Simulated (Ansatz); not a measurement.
# InSnTe2 (R-3m): electronic heat capacity and spin susceptibility from the density of states

Computed with DFT r2SCAN, scalar-relativistic, plane waves, PAW (Ansatz).

Settings: cutoff 500 eV, Γ-centred mesh 12×12×12 on the computed 4-atom cell, Gaussian smearing of 0.10 eV; no spin polarisation.

Relaxed cell: R-3m, a = 4.445 Å, b = 4.445 Å, c = 21.915 Å, α = 90.00°, β = 90.00°, γ = 120.00°, 4 atoms in the primitive cell. Whether it is the stable form of this composition wasn't checked.

The density of states at the Fermi level is 1.731 states/eV in the cell of 4 atoms (1 formula unit; both spins, tetrahedra on a 18×18×18 mesh).

Task: What Sommerfeld coefficient and Pauli susceptibility does this give?

Result: Per formula unit N(E_F) = 1.731 states/eV. γ = (π²/3) k_B² N(E_F) N_A = 2.357 mJ/(mol K²) per state/eV, so γ = 4.1 mJ/(mol K²), a mole of formula units. χ_P = μ_B² N(E_F) N_A = 3.23×10⁻⁵ emu/mol per state/eV gives 5.6×10⁻⁵ emu/mol. This is the bare band result: a measured γ of the same phase is as a rule larger by a factor 1 + λ from phonons and spin fluctuations, the spin part of χ is larger by the Stoner factor, and a measured χ also holds orbital and core terms. N(E_F) at one energy is sensitive to the mesh where the density of states has sharp peaks.

Spin-orbit coupling is left out, which matters for the bands of heavy elements.